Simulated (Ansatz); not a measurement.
# ScCu (Pm-3m), stationary points along a deformation path

Computed with Ansatz 0.2.0, DFT r2SCAN, scalar-relativistic, plane waves, PAW. Cutoff 500 eV, Γ-centred 16×16×16 k-points, Gaussian smearing of 0.15 eV. No spin polarisation. Energies are free energies at this smearing, counted from the undisturbed cell; pressure is positive in compression.

The undisturbed cell (as given, not relaxed at this level; it stands at -1.7 GPa, and it needn't be the usual structure):

```
Sc Cu
1.0
     3.25600    0.00000    0.00000
     0.00000    3.25600    0.00000
     0.00000    0.00000    3.25600
Sc Cu
1 1
Direct
  0.50000 0.50000 0.50000
  0.00000 0.00000 0.00000
```

At fixed volume and fractional coordinates, lengths along (0.577, 0.577, 0.577) are scaled against those across it; ρ is that ratio over its starting value. V = 17.259 Å³/atom. Δσ is the stress along the axis less the mean stress across it (compression positive).

```csv
ρ,ΔE (meV/atom),Δσ (GPa),space group
0.500,3606.9,220.51,R-3m
0.600,1518.4,109.39,R-3m
0.710,569.7,53.73,R-3m
0.850,109.2,20.15,R-3m
0.930,19.7,7.93,R-3m
1.000,0.0,0.00,Pm-3m
1.080,19.5,-6.90,R-3m
1.200,99.4,-13.52,R-3m
1.410,270.9,-14.07,R-3m
1.700,386.2,-2.17,R-3m
2.000,389.7,0.00,Fm-3m
```

**Question.** How does the stress give the slope of the energy, and where is the energy stationary?

**Answer.** Along the path d ln(length) is 2/3 d ln ρ on the axis and −1/3 d ln ρ across it, so dE/d ln ρ = −(2/3) V Δσ: the energy falls with ρ where Δσ is positive. Δσ vanishes or changes sign at ρ = 1.000 (Pm-3m), a minimum at 0.0 meV/atom; at ρ = 2.000 (Fm-3m, an end of the scan), at 389.7 meV/atom. Pairs of stationary points between two samples would go unseen, and could change a minimum read from distant neighbours into a maximum. At ρ = 1.000, 2.000 the cell is cubic, where symmetry alone makes the stress isotropic and the slope zero.

**Question.** Which shear constant sets the curvature at ρ = 1?

**Answer.** For a cubic crystal E/V = (2/3) C (ln ρ)² with C = C44, so Δσ = −2C ln ρ. The parabola of Δσ against ln ρ through ρ = 0.930, 1 and 1.080 gives C ≈ 50 GPa with the ions clamped, rough because the steps are large. It is the stress–strain coefficient at this cell's pressure of -1.7 GPa, not the zero-pressure constant.

In a metal these slopes depend on the k mesh and the smearing.